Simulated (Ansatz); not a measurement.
# Rutile alloy of SnO2 and TiO2 (19 of 24 Sn sites exchanged), 72 atoms

Method: DFT, PBEsol, PAW, plane waves (Ansatz).

Command:

```sh
ansatz run in.yaml --threads 7 --pin off --max-ram 13300MiB --runs-dir r --events-out ev --progress --plain
```

The input less its lattice and atoms:

```yaml
kpoints:
  mp_grid: { grid: [1, 1, 1], shift: [0.5, 0.5, 0.5] }
hamiltonian:
  xc: pbesol
scf:
  occupations: { method: fermi_dirac, width: 0.01 }
relax:
  f_tol: 0.03
  max_steps: 80
  escape_saddle: false
  adjacent_minimum: "off"
  cell: { fix: [alpha, beta, gamma] }
output:
  forces: true
  eigenvalues: true
  populations: true
```

Start:

```xyz
72
Lattice="9.2503 0.0000 0.0000 0.0000 9.2503 0.0000 0.0000 0.0000 8.9724" Properties=species:S:1:pos:R:3 pbc="T T T"
Ti    9.2496    0.0087    8.9714
Ti    0.0181    0.0203    3.0067
Ti    0.0193    0.0370    5.9601
Ti    9.2372    4.6214    0.0328
Ti    0.0005    4.6288    2.9819
Ti    9.2478    4.6284    5.9464
Ti    4.5914    9.2260    3.0143
Ti    4.6072    0.0123    5.9617
Ti    4.6197    4.6161    0.0282
Ti    4.6233    4.5805    5.9783
Ti    2.2915    2.3367    1.4397
Ti    2.3086    2.2991    4.4636
Ti    2.3007    2.2939    7.4663
Ti    2.3030    6.9309    1.4993
Ti    2.3208    6.9037    4.4464
Ti    2.2765    6.9348    7.4519
Ti    6.9240    2.3144    1.5239
Ti    6.9362    2.3387    7.5030
Ti    6.9198    6.9566    4.4780
Sn    4.6148    9.2386    8.9722
Sn    4.6230    4.6304    2.9944
Sn    6.9384    2.3072    4.5022
Sn    6.9771    6.9605    1.5292
Sn    6.9440    6.9333    7.4898
O     1.4133    1.4349    0.0456
O     1.4089    1.3892    2.9777
O     1.3958    1.4065    5.9674
O     1.4152    6.0057    8.9713
O     1.3982    6.0478    2.9788
O     1.4217    6.0586    6.0148
O     6.0389    1.4105    8.9680
O     6.0464    1.3895    2.9495
O     6.0322    1.4000    5.9724
O     6.0524    6.0190    8.9565
O     6.0409    6.0055    2.9962
O     6.0639    6.0556    5.9833
O     3.2282    3.2038    8.9464
O     3.2388    3.2012    3.0086
O     3.2033    3.2267    5.9853
O     3.1903    7.8153    8.9517
O     3.2229    7.8405    3.0091
O     3.2177    7.8368    5.9876
O     7.8315    3.1913    8.9474
O     7.8229    3.1977    2.9755
O     7.8498    3.1817    5.9689
O     7.8140    7.8105    0.0380
O     7.8604    7.8361    3.0029
O     7.8299    7.8430    5.9892
O     0.8875    3.6876    1.4926
O     0.9007    3.6880    4.5382
O     0.9367    3.7409    7.4547
O     0.9314    8.3442    1.4888
O     0.9072    8.3281    4.4868
O     0.8764    8.3306    7.4902
O     5.5193    3.7302    1.4874
O     5.5076    3.7531    4.5123
O     5.5227    3.7161    7.4565
O     5.5003    8.3564    1.4653
O     5.5370    8.3492    4.4822
O     5.5598    8.3597    7.4978
O     3.7579    0.9072    1.5016
O     3.7328    0.8902    4.4990
O     3.7206    0.9111    7.5100
O     3.7506    5.5349    1.4439
O     3.7021    5.5289    4.4946
O     3.7281    5.5160    7.4871
O     8.3998    0.9115    1.4823
O     8.3395    0.9074    4.4757
O     8.3439    0.9029    7.4570
O     8.3060    5.5317    1.4991
O     8.3398    5.5437    4.4561
O     8.3261    5.5055    7.4795
```

Steps:

```
 step  energy less the first (eV)  largest force component (eV/Å)  pressure (GPa)
start                       0.000                           2.929            2.67
    1                      -2.730                           0.819           -0.37
    2                      -3.045                           0.161           -0.08
    3                      -3.089                           0.125            0.00
    4                      -3.112                           0.058           -0.02
    5                      -3.118                           0.079           -0.02
    6                      -3.121                           0.018           -0.02
    7                      -3.155                           0.018            0.05
    8                      -3.154                           0.006            0.00
```

End:

```xyz
72
Lattice="9.3007 0.0000 0.0000 0.0000 9.2799 0.0000 0.0000 0.0000 8.9640" Properties=species:S:1:pos:R:3 pbc="T T T"
Ti    0.0169    0.0155    0.0681
Ti    0.0190    0.0113    3.0068
Ti    0.0845    9.2542    5.9768
Ti    0.0941    4.6844    8.9620
Ti    0.0604    4.6000    2.9651
Ti    0.0423    4.5937    5.9982
Ti    4.6978    0.0353    3.0520
Ti    4.6529    9.2794    5.9046
Ti    4.6202    4.6179    8.8891
Ti    4.6380    4.6191    6.0395
Ti    2.3045    2.2633    1.5117
Ti    2.2978    2.3156    4.5188
Ti    2.3465    2.3190    7.4880
Ti    2.3474    6.9636    1.5508
Ti    2.3419    6.9398    4.5076
Ti    2.2780    6.9823    7.4567
Ti    6.9937    2.4034    1.4238
Ti    7.0865    2.2342    7.4989
Ti    7.1060    6.8648    4.4964
Sn    4.5941    0.0250    8.9566
Sn    4.5959    4.6376    2.9826
Sn    6.9832    2.3095    4.4854
Sn    6.9915    6.9638    1.5172
Sn    6.9750    6.9486    7.4272
O     1.4127    1.4152    8.9501
O     1.4034    1.4130    2.9912
O     1.4101    1.4167    5.9698
O     1.4087    6.0451    8.9441
O     1.4204    6.0424    2.9889
O     1.3961    6.0600    5.9798
O     6.1073    1.4411    8.9517
O     6.0296    1.4078    2.8985
O     6.0477    1.3762    6.0690
O     6.0095    6.0111    8.9593
O     6.0738    6.0502    3.0826
O     6.0355    6.0130    5.8665
O     3.2223    3.1933    0.0000
O     3.1463    3.1960    2.9934
O     3.1809    3.2313    5.9594
O     3.1435    7.8461    8.9541
O     3.2070    7.8376    2.9848
O     3.1932    7.8665    5.9851
O     7.9050    3.2090    8.9491
O     7.8966    3.2687    2.9034
O     7.9206    3.2513    6.0605
O     7.9047    7.9460    8.9471
O     7.9324    7.8894    3.0813
O     7.9336    7.8918    5.8783
O     0.9144    3.7318    1.4871
O     0.8821    3.7100    4.4781
O     0.9311    3.7411    7.4663
O     0.8895    8.3749    1.4869
O     0.9385    8.3994    4.4826
O     0.8939    8.3696    7.4645
O     5.5701    3.7178    1.4069
O     5.4950    3.7025    4.5590
O     5.5254    3.7481    7.4573
O     5.5096    8.3810    1.5684
O     5.5385    8.4184    4.4789
O     5.4978    8.3651    7.3853
O     3.6691    0.9292    1.5731
O     3.7257    0.9175    4.4785
O     3.6812    0.9497    7.3792
O     3.6860    5.5693    1.4013
O     3.6700    5.5696    4.5643
O     3.7186    5.5379    7.4601
O     8.4183    0.9058    1.5002
O     8.4578    0.8908    4.4802
O     8.4192    0.9055    7.4557
O     8.4638    5.5180    1.4817
O     8.4227    5.5162    4.4819
O     8.4480    5.5059    7.4720
```

The calculation finished and met its thresholds.

Time: 92 s of wall time on 7 threads of a Neoverse-V2 processor, on a host shared with other runs; peak host memory 1.9 GiB.

Problem. How much energy did the relaxation gain, and which atom moved most?

Solution. 3.15 eV in 8 steps, from a start with small random displacements; atom 19 (Ti) moved 0.19 Å, the median atom 0.07 Å (drift of the whole cell removed).
